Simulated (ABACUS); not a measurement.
A self-consistent single point of Si (C2/m, 2 atoms in the cell; from Materials Project mp-149, changed as shown) with ABACUS.

Computed with LDA (PW92), numerical atomic orbitals DZP (confined pseudo-atomic orbitals with Gaussian additions; energy shift 0.01 Ry), PseudoDojo 0.4 standard norm-conserving LDA (tails mended) pseudopotentials (ABACUS).

The change in words: lattice vector c scaled by 0.99. Reference geometry (Fd-3m):
```
Si
1.0
    0.00000     2.72185     2.72185
    2.72185     0.00000     2.72185
    2.72185     2.72185     0.00000
Si
2
Cartesian
  1.36092   1.36092   1.36092
  0.00000   0.00000   0.00000
```

Reference input (self-consistent single point, DFT, LDA (PW92), numerical atomic orbitals DZP (confined pseudo-atomic orbitals with Gaussian additions; energy shift 0.01 Ry), PseudoDojo 0.4 standard norm-conserving LDA (tails mended) pseudopotentials): basis = DZP numerical atomic orbitals, energy shift 0.01 Ry; KPT = Gamma 8 8 8 0 0 0; basis_type = lcao; dft_functional = PWLDA; ecutwfc = 100 Ry; smearing_method = gaussian; smearing_sigma = 0.000734986 Ry; potentials = PseudoDojo 0.4 standard norm-conserving LDA (tails mended); symmetry = 1; symmetry_prec = 1e-05; ks_solver = genelpa; scf_nmax = 100. This run's input differs from it in these lines:

```diff
@@ -33,3 +33,3 @@
    2.7218500000    0.0000000000    2.7218500000
-   2.7218500000    2.7218500000    0.0000000000
+   2.6946320000    2.6946320000    0.0000000000
 
@@ -41,3 +41,3 @@
 2
-   2.5717755262    2.5717755262    2.5717755262
+   2.5589168847    2.5589168847    2.5717755262
    0.0000000000    0.0000000000    0.0000000000
```

Log, with long lists cut:

```
 SELF-CONSISTENT
 -------------------------------------------

                  longest orb rcut (Bohr) = 6.9
   longest nonlocal projector rcut (Bohr) = 1.94
                     search radius (Bohr) = 17.7

                          real space grid = [ 48, 48, 45 ]
                                 init_chg = atomic

 LCAO ALGORITHM --------------- ION=   1  ELEC=   1--------------------------------

 Density error is 0.147360835026
 E_KohnSham     -17.0299859383       -231.7048456210
 E_Fermi        0.4292925042         5.8408241652

 LCAO ALGORITHM --------------- ION=   1  ELEC=   2--------------------------------

   [... lines left out ...]
 E_Fermi        0.4648260487         6.3242828414

   [... 2 blocks of this kind left out ...]

 LCAO ALGORITHM --------------- ION=   1  ELEC=   5--------------------------------

 Density error is 2.24049985419e-05
 E_KohnSham     -17.0316910195       -231.7280444407
 E_Fermi        0.4690674129         6.3819895616

 LCAO ALGORITHM --------------- ION=   1  ELEC=   6--------------------------------

 Density error is 7.58042850422e-07
 E_KohnSham     -17.0316910195       -231.7280444412
 E_KS(sigma->0) -17.0316910195       -231.7280444412
 E_entropy(-TS) -0.0000000000        -0.0000000000
 E_Fermi        0.4690717224         6.3820481948
 charge density convergence is achieved
 final etot is -231.72804444 eV
 EFERMI = 6.3820481948 eV

 STATE ENERGY(eV) AND OCCUPATIONS    NSPIN == 1
   [... 11 lines left out ...]

 TOTAL-FORCE (eV/Angstrom)
                       Si1        -0.0524138128        -0.0524138128         0.1019642332
                       Si2         0.0524138128         0.0524138128        -0.1019642332

 TOTAL-STRESS (KBAR)
        -8.8722645975        10.6181247946        -5.3994557549
        10.6181247946        -8.8722645975        -5.3994557549
        -5.3994557549        -5.3994557549       -13.7144328971
 TOTAL-PRESSURE: -10.486321 KBAR

 --------------------------------------------
 !FINAL_ETOT_IS -231.7280444411707094 eV
 --------------------------------------------
```

The run converged in 6 iterations. Against the reference run the free energy is nearly the same (within 1 meV/atom), the pressure goes from -1.97 to -1.05 GPa and the gap on the mesh goes from 0.511 to 0.452 eV.

The atom-centred basis is finite, which shifts total energies, pressures, gaps and forces against plane waves. The structure comes from a collection of computed structures, made at another level of theory; the collection holds predicted forms beside known ones.

The atomic orbitals were generated for these runs; they are not ABACUS's published sets and were checked against plane waves on a few crystals only.

“Tails mended”: in these copies of the files the far tail of each local potential was reset to the Coulomb form.
